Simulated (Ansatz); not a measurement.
## Ba₂TeS (ordering on rocksalt) under strain

An ordered 4-atom cell of Ba₂TeS on the rocksalt lattice (P4/mmm), relaxed with r2SCAN in Ansatz 0.2.0. The symmetry is P4/mmm (No. 123, tetragonal); a = 4.793 Å, c = 6.784 Å in the conventional setting, 38.96 Å³ an atom. S has 6 Ba at 3.39 Å; Ba has 4 Te at 3.39 Å and 2 S at 3.39 Å; Te has 6 Ba at 3.39 Å; Ba has 4 S at 3.39 Å and 2 Te at 3.39 Å.

The axes x, y and z are those of this cell:
```yaml
crystal:
  lattice:
    - [4.79268, 0.00000, 0.00000]
    - [0.00000, 4.79268, 0.00000]
    - [0.00000, 0.00000, 6.78397]
  atoms:
    - { symbol: S, position: [0.00000, 0.00000, 0.00000] }
    - { symbol: Ba, position: [0.00000, 0.00000, 0.50000] }
    - { symbol: Te, position: [0.50000, 0.50000, 0.50000] }
    - { symbol: Ba, position: [0.50000, 0.50000, 0.00000] }
```

Unstrained: PBE gives a direct gap of 1.790 eV at Γ. With r2SCAN the gap is 2.143 eV and direct, at Γ. With HSE06 the gap is 2.543 eV and direct, at Γ. Meshes: PBE 6×6×4, r2SCAN 6×6×4, HSE06 4×4×4. Strains are changes of length per length. After each strain the atoms were relaxed again with r2SCAN within the symmetry that the strain leaves, so tilts or polar shifts that break it weren't tested; points keep the names that they have in the unstrained zone. Note: simulated data, non-magnetic, for a generated structure that need not be the stable one.

Changes of the least gap in eV (an overlap counts as a negative gap):

| strain | volume change (%) | space group | PBE | r2SCAN | HSE06 | energy rise, r2SCAN (meV/atom) |
| --- | --- | --- | --- | --- | --- | --- |
| biaxial -0.76 % in x and y, z held | -1.5 | P4/mmm | -0.040 | -0.039 | – | 1.4 |

Biaxial -0.76 % in x and y, z held. r2SCAN: the gap goes from 2.143 to 2.104 eV (-0.039 eV). Stress change with r2SCAN, compression positive: xx +0.76, yy +0.76, zz +0.19 GPa.

Spin-orbit coupling is left out, which matters wherever the heavy atoms make up the band edges.

The meshes of the hybrids are coarse, so their gaps aren't converged to the digits shown.
